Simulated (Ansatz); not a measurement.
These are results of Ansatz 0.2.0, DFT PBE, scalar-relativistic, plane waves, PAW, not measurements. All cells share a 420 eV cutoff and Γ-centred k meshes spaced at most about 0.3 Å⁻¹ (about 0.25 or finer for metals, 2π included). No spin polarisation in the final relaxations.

Temperature and zero-point effects are left out.

Two relaxed structures of SbBr:

A.

Space group Pm-3m (No. 221). a = 3.781 Å, b = 3.781 Å, c = 3.781 Å, α = 90.00°, β = 90.00°, γ = 90.00°
| atom | site | symmetry | x | y | z |
| --- | --- | --- | --- | --- | --- |
| Sb | 1a | m-3m | 0.0000 | 0.0000 | 0.0000 |
| Br | 1b | m-3m | 0.5000 | 0.5000 | 0.5000 |

B.

Space group P6/mmm (No. 191). a = 3.543 Å, b = 3.543 Å, c = 5.548 Å, α = 90.00°, β = 90.00°, γ = 120.00°
```tsv
atom	site	symmetry	x	y	z
Sb	1a	6/mmm	0.0000	0.0000	0.0000
Br	1b	6/mmm	0.0000	0.0000	0.5000
```

Question: Which is lower in energy, and by how much?

Answer: B is lower, by 0.40 eV/atom. A has the caesium chloride type, space group Pm-3m (No. 221), 27.0 Å³/atom and no gap on its mesh; B has space group P6/mmm (No. 191), 30.2 Å³/atom and no gap. Counting Br atoms around Sb (those within 1.25 times the shortest such distance or 1.15 times the sum of covalent radii, 1.27 where that leaves under three; the shortest distance is added where it exceeds 1.18 times the sum of covalent radii), A has Sb 8 from 3.3 Å and B has Sb 2. In A, around Sb lie 8 Br at 3.27 Å and 6 Sb at 3.78 Å; Br is surrounded by 8 Sb at 3.27 Å and 6 Br at 3.78 Å. In B, around Sb lie 2 Br at 2.77 Å; Br is surrounded by 2 Sb at 2.77 Å. Both come from invented guesses.

Weakly bound directions are ill-defined at this level, which has no dispersion term (P6/mmm), and this can change margins and order among such cells. Spin–orbit coupling, which can matter for Sb, is left out. Cells relaxed within their symmetry can be saddle points.
